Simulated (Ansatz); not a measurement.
Geometry optimisation in Ansatz: input, command and trajectory.

```yaml
crystal:
  lattice:
    - [-3.0274125281, 3.0274125281, 5.7746438901]
    - [3.0274125281, -3.0274125281, 5.7746438901]
    - [3.0274125281, 3.0274125281, -5.7746438901]
  atoms:
    - { symbol: Cd, position: [0.25, 0.75, 0.5] }
    - { symbol: Cd, position: [0.5, 0.5, 0.0] }
    - { symbol: Ge, position: [0.0, 0.0, 0.0] }
    - { symbol: Ge, position: [0.75, 0.25, 0.5] }
    - { symbol: As, position: [0.875, 0.3492707248, 0.9742707248] }
    - { symbol: As, position: [0.6507292752, 0.625, 0.5257292752] }
    - { symbol: As, position: [0.375, 0.9007292752, 0.0257292752] }
    - { symbol: As, position: [0.0992707248, 0.125, 0.4742707248] }
basis:
  ecutwfc: 420
kpoints:
  mp_grid: { grid: [8, 8, 8] }
hamiltonian:
  xc: pbesol
scf:
  occupations: { method: gaussian, width: 0.01 }
output:
  forces: true
  stress: true
  eigenvalues: true
relax:
  adjacent_minimum: "off"
  f_tol: 0.01
  max_steps: 30
  cell: { stress_tol: 0.1, fix: [volume] }
```

```bash
ansatz run input.yaml --threads 2 --pin off --max-ram 5120MiB --backend cpu --events-out ev --progress --plain --runs-dir out
```

Method: DFT PBEsol, scalar-relativistic, plane waves, PAW in Ansatz.

The volume is held at 1.06 times that of the relaxed cell.

Of 3 frames 3 are shown, positions in Å and forces in eV/Å; the SCF threshold varies from step to step. Steps run on the plane waves of an earlier cell, with a Pulay correction in the pressure. The basis is chosen afresh for the last frame, the zero of the energies, and at times for earlier ones too; energy and pressure step there, also at an unchanged geometry.

```xyz
8
Lattice="-3.0274 3.0274 5.7746 3.0274 -3.0274 5.7746 3.0274 3.0274 -5.7746" Properties=species:S:1:pos:R:3:forces:R:3 pbc="T T T" step=1 free_energy_over_end_meV_per_atom=0.01 pressure_GPa=-3.09
Cd    3.0274    0.0000    2.8873    0.0000    0.0000    0.0000
Cd    0.0000    0.0000    5.7746    0.0000    0.0000    0.0000
Ge    0.0000    0.0000    0.0000    0.0000    0.0000    0.0000
Ge    0.0000    3.0274    2.8873    0.0000    0.0000    0.0000
As    1.3579    4.5411    1.4437   -0.0133    0.0000    0.0000
As    1.5137    1.6695    4.3310    0.0000    0.0133    0.0000
As    1.6695   -1.5137    7.2183    0.0133    0.0000    0.0000
As    1.5137    1.3579   -1.4437    0.0000   -0.0133    0.0000
8
Lattice="-3.0255 3.0255 5.7818 3.0255 -3.0255 5.7818 3.0255 3.0255 -5.7818" Properties=species:S:1:pos:R:3:forces:R:3 pbc="T T T" step=2 free_energy_over_end_meV_per_atom=0.00 pressure_GPa=-3.09
Cd    3.0255    0.0000    2.8909    0.0000    0.0000    0.0000
Cd    0.0000    0.0000    5.7818    0.0000    0.0000    0.0000
Ge    0.0000    0.0000    0.0000    0.0000    0.0000    0.0000
Ge    0.0000    3.0255    2.8909    0.0000    0.0000    0.0000
As    1.3551    4.5383    1.4455    0.0054    0.0000    0.0000
As    1.5128    1.6705    4.3364    0.0000   -0.0054    0.0000
As    1.6705   -1.5128    7.2273   -0.0054    0.0000    0.0000
As    1.5128    1.3551   -1.4455    0.0000    0.0054    0.0000
8
Lattice="-3.0255 3.0255 5.7818 3.0255 -3.0255 5.7818 3.0255 3.0255 -5.7818" Properties=species:S:1:pos:R:3:forces:R:3 pbc="T T T" step=3 free_energy_over_end_meV_per_atom=0.00 pressure_GPa=-3.09
Cd    3.0255    0.0000    2.8909    0.0000    0.0000    0.0000
Cd    0.0000    0.0000    5.7818    0.0000    0.0000    0.0000
Ge    0.0000    0.0000    0.0000    0.0000    0.0000    0.0000
Ge    0.0000    3.0255    2.8909    0.0000    0.0000    0.0000
As    1.3551    4.5383    1.4455    0.0054    0.0000    0.0000
As    1.5128    1.6705    4.3364    0.0000   -0.0054    0.0000
As    1.6705   -1.5128    7.2273   -0.0054    0.0000    0.0000
As    1.5128    1.3551   -1.4455    0.0000    0.0054    0.0000
```

The run took 2 min on 2 threads of Arm Neoverse V2, with other jobs on the host, peak memory 1 GiB.